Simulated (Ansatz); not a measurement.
**Y$_{2}$B, a known structure type with other elements, at an estimated volume**

```
CELL_PARAMETERS angstrom
1.79866 3.11538 0.00000
-1.79866 3.11538 0.00000
0.00000 -2.07692 5.94255
ATOMIC_POSITIONS crystal
B 0.00000 0.00000 0.00000
Y 0.25793 0.25793 0.77379
Y 0.74207 0.74207 0.22621
```

Method: r2SCAN, no spin polarisation; PAW, plane waves to 500 eV, 11×11×11 Γ-centred mesh, fermi-dirac occupations (width 0.1 eV) (Ansatz 0.2.0), atoms fixed.

Stress: The pressure is 12.5 GPa (compression positive), so with the atoms held at these fractions the cell would first expand; the forces are large, so a full relaxation may end otherwise.
At the Fermi level: It is a metal, with about 4.6 states/eV a cell as the mean within 0.25 eV of the Fermi level, mostly Y d (59 %) and B p (27 %).
Forces: The largest is on Y2 (and as large on other atoms): 1.14 eV/Å, components (0.00, 0.00, -1.14). It makes 123° with the line to a nearest neighbour, B1 at 2.47 Å.
Contacts: B–Y at 2.47 Å: least valence density 0.35 e/Å³ and ELF 0.30 there. These are pseudo-fields; inside the PAW spheres they differ from the all-electron ones.

Origin: a known structure type with other elements, at an estimated volume, so it need not be a known compound. Caveats: many states at the Fermi level without spin polarisation, so a magnetic state may lie lower.
